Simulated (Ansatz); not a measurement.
A geometry of Te away from equilibrium: the start of the relaxation of a relaxed Te cell with every coordinate shifted by Gaussian noise of σ = 0.3 Å. Computed with r2SCAN (plane waves to 500 eV, PAW, scalar-relativistic; Ansatz, a program for electronic structure). Γ-centred k-mesh 6×6×4 on the run's cell (coarser than for final values), Fermi–Dirac smearing 0.05 eV.

```xyz
3
Lattice="4.6268 0.0000 0.0000 -2.3134 4.0069 0.0000 0.0000 0.0000 5.9020" Properties=species:S:1:pos:R:3 pbc="T T T"
Te     1.3377     0.4518     1.3859
Te    -0.5498     0.7644     3.7737
Te     1.7982     2.9347     0.2066
```

Task: What forces act on the atoms (eV/Å)?

Result: 
| atom | Fx | Fy | Fz |
|---|---|---|---|
| Te1 | -0.05 | -0.53 | 2.51 |
| Te2 | 0.40 | 0.50 | -0.61 |
| Te3 | -0.35 | 0.02 | -1.90 |

Task: What is the pressure?

Result: +3.6 GPa, compression positive.

Task: How far above the relaxed end point is this geometry?

Result: 0.44 eV/atom; the path ends in P3₁21 (No. 152) (AFLOW prototype A_hP3_152_a (A8, as in Se)).

No spin polarisation in the result. No dispersion correction is included, so spacings between layers, chains or molecules are soft and tend to come out too large.
